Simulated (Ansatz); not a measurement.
Al$_{2}$O$_{3}$:
```xyz
10
Lattice="2.3867 1.3779 4.3375 -2.3867 1.3779 4.3375 0.0000 -2.7559 4.3375" Properties=species:S:1:pos:R:3 pbc="T T T"
Al     0.0000     0.0000     1.9251
Al     0.0000     0.0000    11.0875
Al     0.0000     0.0000     4.5812
Al     0.0000     0.0000     8.4314
O      0.9268     1.3779     7.5907
O     -0.9268    -1.3779     5.4219
O     -1.6568     0.1137     7.5907
O      1.6568    -0.1137     5.4219
O      0.7299    -1.4916     7.5907
O     -0.7299     1.4916     5.4219
```

Relaxed with PBEsol. Special points in fractions of this cell's reciprocal vectors: Γ (0.000, 0.000, 0.000); T (0.500, 0.500, 0.500); H2 (0.766, 0.234, 0.500); H0 (0.500, -0.234, 0.234); L (0.500, 0.000, 0.000); S0 (0.367, -0.367, 0.000); S2 (0.633, 0.000, 0.367); F (0.500, 0.000, 0.500).

Question: List the band energies nearest the valence-band maximum at these points for PBEsol in the plane-wave PAW code Ansatz.

Answer: In eV from the valence-band maximum; about four levels below and three above (degenerate sets whole), none deeper than 8.9 eV; points with the same levels are listed once.

```tsv
k	below	above
Γ	-0.50 -0.50 -0.04 -0.04 0.00	6.04 8.93 10.61
T	-0.37 -0.37 -0.37 -0.37	8.48 8.48 10.93 10.93
H2	-0.84 -0.84 -0.50 -0.50	9.53 9.53 9.94 9.94
L	-0.90 -0.90 -0.27 -0.27	9.26 9.26 9.49 9.49
S0	-0.88 -0.85 -0.56 -0.27	9.35 9.35 9.55
F	-1.01 -0.91 -0.74 -0.25	9.42 9.55 9.73
```

Space group R-3c (corundum). The PBEsol relaxation kept the symmetry of its start.

Potentials: the earlier of the program's two PAW sets. The files were generated under PBE; for other functionals the program regenerates the frozen cores, and for LDA and PBEsol the local potential too.
